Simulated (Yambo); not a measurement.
Al₂O₃ (corundum, space group R-3c, No. 167); a = 5.178 Å, b = 5.178 Å, c = 5.178 Å, α = 55.29°, β = 55.29°, γ = 55.29°. With the G0W0 scissor the direct gap on the mesh is 8.18 eV. Axes are Cartesian, with cell vectors (Å) (2.40, 1.39, 4.37), (-2.40, 1.39, 4.37), (0.00, -2.77, 4.37).

**Question.** Does this run resolve the lowest exciton, and if so, what are its energy and binding? (Yambo, PBEsol bands; 6×6×6 mesh, 11 valence and 3 conduction bands, static screening with 55 bands and a 3 Ry block, scissor 2.35 eV, Tamm-Dancoff.)

**Answer.** No. The lowest state covers only about 1 of the 216 k points, so the mesh doesn't resolve it: its energy and its distance from the direct gap are mesh artefacts. An extended exciton needs a far denser mesh. The scissor comes from a G0W0 run whose convergence isn't established. 

Geometry of the Materials Project entry, not relaxed at this level.
